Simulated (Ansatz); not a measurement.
Given:

HfSiO$_{4}$:
```cif
data_Hf4O16Si4
_chemical_formula_sum 'Hf4 Si4 O16'
_space_group_name_H-M_alt 'I41/amd :1'
_space_group_IT_number 141
_space_group_name_Hall 'I 4bw 2bw -1bw'
_cell_length_a 6.52288
_cell_length_b 6.52288
_cell_length_c 5.92184
_cell_angle_alpha 90.000
_cell_angle_beta 90.000
_cell_angle_gamma 90.000
loop_
_atom_site_label
_atom_site_type_symbol
_atom_site_symmetry_multiplicity
_atom_site_Wyckoff_symbol
_atom_site_fract_x
_atom_site_fract_y
_atom_site_fract_z
_atom_site_occupancy
Hf1 Hf 4 a 0.00000 0.00000 0.00000 1
Si1 Si 4 b 0.00000 0.00000 0.50000 1
O1 O 16 h 0.31495 0.00000 0.06809 1
```
(The calculation used a cell of 12 atoms; values per cell refer to that cell.)

This is the LDA-relaxed structure.

**Question.** All from DFT-LDA in the program Ansatz with PAW potentials, unless another level is named. Give the bulk modulus (Birch–Murnaghan fit).

**Answer.** 241 GPa.

**Question.** Give the vibrational entropy at 300 K.

**Answer.** 15.3 J/(K·mol of atoms).

**Question.** Give the highest zone-centre frequency (without LO–TO term).

**Answer.** 1033 cm⁻¹.

Space group I4_1/amd. The cell was relaxed with LDA under the symmetry of its start. No spin polarisation was allowed. Spin–orbit coupling is left out wherever it is not named.

Potentials: the later of the program's two PAW sets.
